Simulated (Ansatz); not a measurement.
HfC:
```
HfC
1.0
    3.22650     0.00000     0.00000
   -1.61325     2.79423     0.00000
    0.00000     0.00000     2.90136
Hf C
1 1
Cartesian
  0.00000   0.00000   0.00000
  0.00000   1.86282   1.45068
```

Relaxed with r²SCAN.

Problem. Give the Bader charges and basin volumes of the independent atoms, r²SCAN in the plane-wave PAW code Ansatz.

Solution. 

```tsv
atom	Bader charge (e)	Bader volume (Å³)
Hf1	+1.94	12.1
C2	-1.94	14.1
```

Space group P-6m2. The start of the workflow was typed in or built on a structure type; neither database checked (COD, Materials Project) lists it. It is not the phase usual at ambient conditions (space group No. 225). The r²SCAN relaxation kept the symmetry of its start; whether a distortion lowers the energy is not shown. No spin polarisation was allowed. Spin–orbit coupling is left out wherever it is not named.

Potentials: the later of the program's two PAW sets.
